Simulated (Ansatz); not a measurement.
Bi₂Te₂S:
```cif
data_Bi2STe2
_chemical_formula_sum 'Bi2 Te2 S1'
_space_group_name_H-M_alt 'P 1'
_space_group_IT_number 1
_cell_length_a 9.45328
_cell_length_b 9.45328
_cell_length_c 4.33799
_cell_angle_alpha 76.771
_cell_angle_beta 103.229
_cell_angle_gamma 153.471
loop_
_space_group_symop_operation_xyz
  'x, y, z'
loop_
_atom_site_label
_atom_site_type_symbol
_atom_site_fract_x
_atom_site_fract_y
_atom_site_fract_z
_atom_site_occupancy
Bi1 Bi 0.86037 0.13963 0.86075 1
Bi2 Bi 0.13963 0.86037 0.13925 1
Te1 Te 0.67427 0.32573 0.67417 1
Te2 Te 0.32573 0.67427 0.32583 1
S1 S 0.00000 0.00000 0.00000 1
```

Relaxed with LDA.

Problem. Which orbitals make up the states near the band edges in DFT-LDA in the program Ansatz with PAW potentials?

Solution. Top 1 eV of the valence band: Te 5p 51 %, S 3p 41 %. Bottom 1 eV of the conduction band: Bi 6p 63 %, Te 5p 18 %, S 3p 7 %, Te 5s 6 %. Projections are on Löwdin-orthogonalised atomic valence shells; empty p or d shells of many metals are not among them.

Problem. Tabulate the density of states.

Solution. States/eV per cell of 5 atoms, in 0.25 eV bins, energy from the valence-band maximum.

```
E (eV)  total  Te 5p  Bi 6p  S 3p
------  -----  -----  -----  ----
-7.86    0.30   0.01   0.01  0.00
-7.61    0.16   0.00   0.00  0.00
-7.36    0.01   0.00   0.00  0.00
-7.11    0.00   0.00   0.00  0.00
-6.86    0.00   0.00   0.00  0.00
-6.61    0.00   0.00   0.00  0.00
-6.36    0.00   0.00   0.00  0.00
-6.11    0.00   0.00   0.00  0.00
-5.86    0.00   0.00   0.00  0.00
-5.61    0.00   0.00   0.00  0.00
-5.36    0.00   0.00   0.00  0.00
-5.11    0.13   0.07   0.06  0.00
-4.86    0.83   0.44   0.36  0.02
-4.61    1.09   0.57   0.45  0.05
-4.36    4.16   1.47   1.69  0.88
-4.11    4.64   1.66   1.94  0.90
-3.86    2.65   1.02   1.13  0.40
-3.61    2.31   0.96   0.98  0.26
-3.36    2.98   1.38   1.18  0.26
-3.11    3.22   1.51   1.22  0.29
-2.86    3.27   1.50   1.19  0.36
-2.61    3.13   1.43   1.13  0.35
-2.36    3.17   1.53   1.09  0.34
-2.11    3.28   1.54   0.99  0.52
-1.86    3.55   1.72   0.94  0.64
-1.61    3.73   1.86   0.87  0.74
-1.36    3.65   1.64   0.61  1.14
-1.11    5.59   2.31   0.59  2.37
-0.86    5.00   2.04   0.27  2.49
-0.61    8.31   4.24   0.21  3.48
-0.36    5.37   2.89   0.13  1.99
-0.11    1.92   1.36   0.04  0.41
0.14     0.02   0.00   0.01  0.00
0.39     0.24   0.04   0.18  0.01
0.64     1.01   0.18   0.66  0.06
0.89     2.22   0.41   1.36  0.14
1.14     1.95   0.36   1.14  0.19
1.39     2.60   0.50   1.48  0.30
1.64     3.11   0.70   1.73  0.30
1.89     2.87   0.73   1.59  0.19
2.14     3.15   0.85   1.75  0.14
2.39     2.65   0.80   1.41  0.12
2.64     3.12   0.98   1.56  0.11
2.89     3.70   1.19   1.76  0.11
3.14     3.69   1.21   1.74  0.11
3.39     2.91   0.92   1.31  0.10
3.64     1.80   0.53   0.80  0.09
3.89     2.52   0.75   1.11  0.14
4.14     1.95   0.59   0.89  0.15
4.39     2.19   0.35   0.84  0.34
4.64     2.68   0.30   0.91  0.43
4.89     2.57   0.23   0.84  0.41
```

Space group I4/mmm. The workflow started from a Materials Project entry (that database holds measured and hypothetical structures alike); the Crystallography Open Database copy checked does not list it. COD files the formula under space group No. 166. Its standing as an ambient phase is unchecked. The LDA relaxation kept the symmetry of its start. At this level the phase is dynamically unstable (imaginary phonons). Spin–orbit coupling is left out wherever it is not named.

Potentials: the later of the program's two PAW sets.
